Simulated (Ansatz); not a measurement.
The slice is one period of a {100} plane through atoms; its size isn't given.

Calculation: PBE (plane waves to 420 eV, PAW, scalar-relativistic; Ansatz, a quantum-chemistry and plane-wave program). Near the nuclei the fields are pseudised (PAW); where an atom keeps semicore shells as valence, they peak there.

```
|=*%@@@@%#*++=++*#%@@@@%*|
|#%@@@@%#**+===+**#%@@@@%|
|@@@@@@%#*++===++*#%@@@@@|
|@@@@@%#**+==-==+**#%@@@@|
|@@@@%##*+=-----=+*##%@@@|
|@@%%##*+=--:::--=+*##%%@|
|%%##**+=--:::::--=+**##%|
|##***+=--:.....:--=+***#|
|***++=--:..   ..:--=++**|
|++++=--:..     ..:--=+++|
|++===-::.       .::-===+|
|====--::.       .::--===|
|++===-::.       .::-===+|
|++++=--:..     ..:--=+++|
|***++=--:..   ..:--=++**|
|##***+=--:.....:--=+***#|
|%%##**+=--:::::--=+**##%|
|@@%%##*+=--:::--=+*##%%@|
|@@@@%##*+=-----=+*##%@@@|
|@@@@@%#**+==-==+**#%@@@@|
|@@@@@@%#*++===++*#%@@@@@|
|#%@@@@%#**+===+**#%@@@@%|
|=*%@@@@%#*++=++*#%@@@@%*|
|:=#@@@@%#*++=++*#%@@@@#=|
```
Scale: ten equal steps from -1.73 (start of ' ') to -0.15 (end of '@'), in the order ' .:-=+*#%@'. Values: log₁₀ of the valence density in e/Å³. The map has 24 points along u (one character each, u = 0 at the left) and 24 along v (v = 0 in the bottom row). The scale is logarithmic, as a density can span decades between atoms and voids.

```
|xxx4899987532357899984xx|
|xxx6999987432346899996xx|
|x46899987642224678999864|
|889999887532123578899988|
|999998875421112457889999|
|999988764311011346788999|
|999887643210001234678899|
|988775432100000123457788|
|777654321000000012345677|
|554432110000000001123445|
|333221100000000000112233|
|222211000000000000011222|
|333221100000000000112233|
|554432110000000001123445|
|777654321000000012345677|
|988775432100000123457788|
|999887643210001234678899|
|999988764311011346788999|
|999998875421112457889999|
|889999887532123578899988|
|x46899987642224678999864|
|xxx6999987432346899996xx|
|xxx4899987532357899984xx|
|xxxx89999753235799998xxx|
```
Scale: ten equal steps from 0.01 (start of '0') to 0.85 (end of '9'), in the order '0123456789'. Values: electron localisation function (ELF). The map has 24 points along u (one character each, u = 0 at the left) and 24 along v (v = 0 in the bottom row). Points within 0.5 Å of a nucleus are blanked (x), as the pseudised field means little there.

Q: Which relaxed crystal do these maps come from?
(A) InAs (zinc blende)
(B) BAs (zinc blende)
(C) AlP (zinc blende)
(D) CdTe (zinc blende)

A: C, AlP (zinc blende). Atoms on the slice: P at (0.00, 0.00)

All were relaxed with their symmetry unable to fall. At this level the bands of InAs touch or barely overlap; measurements give the solid a gap. Spin-orbit coupling is left out. The PAW data are Ansatz's earlier set.
